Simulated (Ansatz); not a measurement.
HfGeRu in space group P-62m (No. 189; Hf on 3g, Ge on 2c, Ge on 1b, Ru on 3f), the program Ansatz at the r²SCAN level (PAW), all energies at zero smearing, with the estimated change up to a 700 eV cutoff added, with one set of potentials and settings (totals compare only within such a set). Cell of 9 atoms (3 Hf, 3 Ge, 3 Ru): -77787.190 eV.

```json
[
 {"element": "Hf", "reference phase": "P6_3/mmc, 2 atoms in the cell", "E (eV/atom)": "-15733.0631"},
 {"element": "Ge", "reference phase": "Fd-3m, 2 atoms in the cell", "E (eV/atom)": "-4302.9041"},
 {"element": "Ru", "reference phase": "P6_3/mmc, 2 atoms in the cell", "E (eV/atom)": "-5890.7039"}
]
```

Formation energy per atom, worked out: (-77787.190 − 3×(-15733.0631) − 3×(-4302.9041) − 3×(-5890.7039))/9 = -0.797 eV/atom (-77 kJ per mol of atoms), at 0 K, without zero-point energy or fitted corrections.

The workflow started from a Materials Project entry (that database holds measured and hypothetical structures alike); the Crystallography Open Database copy checked does not list it. Its standing as an ambient phase is unchecked. The cell was relaxed with r²SCAN under the symmetry of its start; its stability against distortions is not shown here. The run is not spin-polarised. The references are the lowest solids computed at this level, not always the standard phases. Spin–orbit coupling is left out wherever it is not named.

Potentials: the later of the program's two PAW sets.
